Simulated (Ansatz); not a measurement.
NaF (rock salt), relaxed with HSE06 (Ansatz, a first-principles code, plane waves, PAW): a = 4.6382 Å, b = 4.6382 Å, c = 4.6382 Å, α = 90.00°, β = 90.00°, γ = 90.00°.

* **gap (eV)**: 8.46
* **B₀ by P(V) fit (GPa)**: 49.3

**Question.** The same phase is relaxed and computed with PBEsol in the same code. What are the cell and these values now?

**Answer.** a = 4.6289 Å, b = 4.6289 Å, c = 4.6289 Å, α = 90.00°, β = 90.00°, γ = 90.00°.

- gap (eV): 6.20
- B₀ by P(V) fit (GPa): 48.5

All cells were relaxed under the symmetry of their starts (and spin orders); stability against distortions was not tested throughout.

Potentials: the later of the program's two PAW sets.

Ansatz is a plane-wave DFT program.
